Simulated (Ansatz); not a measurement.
PbS (rock salt)

```
CELL_PARAMETERS angstrom
      0.00000     6.00891     6.00891
      3.00445     0.00000     3.00445
      3.00445     3.00445     0.00000
ATOMIC_POSITIONS crystal
  S  0.00000 0.00000 0.00000
  S  0.50000 0.00000 0.00000
  Pb 0.25000 0.50000 0.50000
  Pb 0.75000 0.50000 0.50000
```

In this cell atom 2 (S, nearest neighbour Pb at 3.004 Å; its periodic images, 4.2 Å or more away, move with it) is moved by s along Cartesian z, unit vector (0.000, 0.000, 1.000); all other atoms and the cell stay fixed.

Level of theory: PBE (plane waves to 420 eV, PAW, scalar-relativistic; Ansatz, a quantum-chemistry and plane-wave program). k mesh 4×8×8 (Γ-centred), Fermi-Dirac smearing 0.05 eV. Energies are smeared free energies. Compression counts positive. F∥ is the force on the atom along that direction. PbS was relaxed with its symmetry unable to fall. Spin-orbit coupling is left out, though Pb is heavy. The zero of ΔE is the undisplaced structure.

```json
[
 {"s (Å)": "-0.900", "P (GPa)": "?", "F∥ (eV/Å)": "?", "ΔE (eV/cell)": "2.493"},
 {"s (Å)": "-0.720", "P (GPa)": "5.5", "F∥ (eV/Å)": "5.117", "ΔE (eV/cell)": "1.186"},
 {"s (Å)": "-0.540", "P (GPa)": "2.7", "F∥ (eV/Å)": "?", "ΔE (eV/cell)": "0.517"},
 {"s (Å)": "-0.360", "P (GPa)": "?", "F∥ (eV/Å)": "1.222", "ΔE (eV/cell)": "0.187"},
 {"s (Å)": "-0.180", "P (GPa)": "0.2", "F∥ (eV/Å)": "0.473", "ΔE (eV/cell)": "0.041"},
 {"s (Å)": "0.000", "P (GPa)": "0.0", "F∥ (eV/Å)": "0.000", "ΔE (eV/cell)": "0.000"},
 {"s (Å)": "0.180", "P (GPa)": "0.2", "F∥ (eV/Å)": "-0.473", "ΔE (eV/cell)": "0.041"},
 {"s (Å)": "0.360", "P (GPa)": "?", "F∥ (eV/Å)": "-1.222", "ΔE (eV/cell)": "0.187"},
 {"s (Å)": "0.540", "P (GPa)": "2.7", "F∥ (eV/Å)": "?", "ΔE (eV/cell)": "0.517"},
 {"s (Å)": "0.720", "P (GPa)": "5.5", "F∥ (eV/Å)": "-5.117", "ΔE (eV/cell)": "1.186"},
 {"s (Å)": "0.900", "P (GPa)": "?", "F∥ (eV/Å)": "?", "ΔE (eV/cell)": "2.493"}
]
```

Task: Some entries are withheld; supply them.

Result: 
- -0.900, P (GPa): 10.4
- -0.900, F∥ (eV/Å): 9.915
- -0.540, F∥ (eV/Å): 2.583
- -0.360, P (GPa): 1.1
- 0.360, P (GPa): 1.1
- 0.540, F∥ (eV/Å): -2.583
- 0.900, P (GPa): 10.4
- 0.900, F∥ (eV/Å): -9.915

(For displaced atoms, the force is minus the slope of the energy, and its curvature is a force constant, which sets phonon frequencies.)
